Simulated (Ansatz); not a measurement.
Method: DFT PBE, scalar-relativistic, plane waves, PAW in Ansatz. Settings: cutoff 420 eV, Γ-centred meshes spaced at most about 0.3 Å⁻¹, and about 0.25 Å⁻¹ or finer for metals (2π included), Gaussian smearing. No spin polarisation in the final relaxations.

Temperature and zero-point effects are left out.

Two forms of In2GaP3 were relaxed alike.

A.

```cif
data_structure
_symmetry_space_group_name_H-M 'P6/mmm'
_symmetry_Int_Tables_number 191
_cell_length_a 6.4782
_cell_length_b 6.4782
_cell_length_c 3.9977
_cell_angle_alpha 90.000
_cell_angle_beta 90.000
_cell_angle_gamma 120.000
_cell_volume 145.30
loop_
_atom_site_label
_atom_site_type_symbol
_atom_site_symmetry_multiplicity
_atom_site_Wyckoff_symbol
_atom_site_fract_x
_atom_site_fract_y
_atom_site_fract_z
_atom_site_occupancy
In1 In 2 c 0.66667 0.33333 0.00000 1
Ga1 Ga 1 a 0.00000 0.00000 0.00000 1
P1 P 3 g 0.50000 0.00000 0.50000 1
```

B.

```cif
data_structure
_symmetry_space_group_name_H-M 'P4/mmm'
_symmetry_Int_Tables_number 123
_cell_length_a 3.9240
_cell_length_b 3.9240
_cell_length_c 9.8462
_cell_angle_alpha 90.000
_cell_angle_beta 90.000
_cell_angle_gamma 90.000
_cell_volume 151.61
loop_
_atom_site_label
_atom_site_type_symbol
_atom_site_symmetry_multiplicity
_atom_site_Wyckoff_symbol
_atom_site_fract_x
_atom_site_fract_y
_atom_site_fract_z
_atom_site_occupancy
In1 In 1 b 0.00000 0.00000 0.50000 1
In2 In 1 c 0.50000 0.50000 0.00000 1
Ga1 Ga 1 a 0.00000 0.00000 0.00000 1
P1 P 2 g 0.00000 0.00000 0.22636 1
P2 P 1 d 0.50000 0.50000 0.50000 1
```

Question: Which would you expect to be lower, and how large is the difference?

Answer: A is lower, by 201 meV/atom. A has space group P6/mmm (No. 191), 24.2 Å³/atom and no gap on its mesh; B has space group P4/mmm (No. 123), 25.3 Å³/atom and no gap. Counting P atoms around Ga and In (those within 1.25 times the shortest such distance or 1.15 times the sum of covalent radii; the shortest distance is added where it is long for a bond; a slash parts the counts of unlike sites), A has In 6, Ga 12 from 3.8 Å and B has In 6/8 from 3.6 Å, Ga 2. The denser one is the lower, and pressure would at first widen the difference. Even the lower one lies +0.49 eV/atom against the reference forms of the elements (uncorrected), so neither is stable at this level. In A, around In lie 6 P at 2.74 Å, 3 Ga at 3.74 Å and 3 In at 3.74 Å; Ga is surrounded by 6 In at 3.74 Å, 12 P at 3.81 Å and 2 Ga at 4.00 Å (long contacts); around P lie 4 In at 2.74 Å, 4 P at 3.24 Å and 4 Ga at 3.81 Å. In B, around In on its first site lie 6 P at 2.69–2.77 Å; around Ga lie 2 P at 2.23 Å and 4 In at 2.77 Å; P on a site of symmetry 4mm is surrounded by 1 Ga at 2.23 Å and 1 In at 2.69 Å; 2 more sites not described. Both come from invented guesses. A third cell relaxed alike, in Cmmm, lies 0.38 eV/atom below the lower of the two.

Cells relaxed within their symmetry can be saddle points.
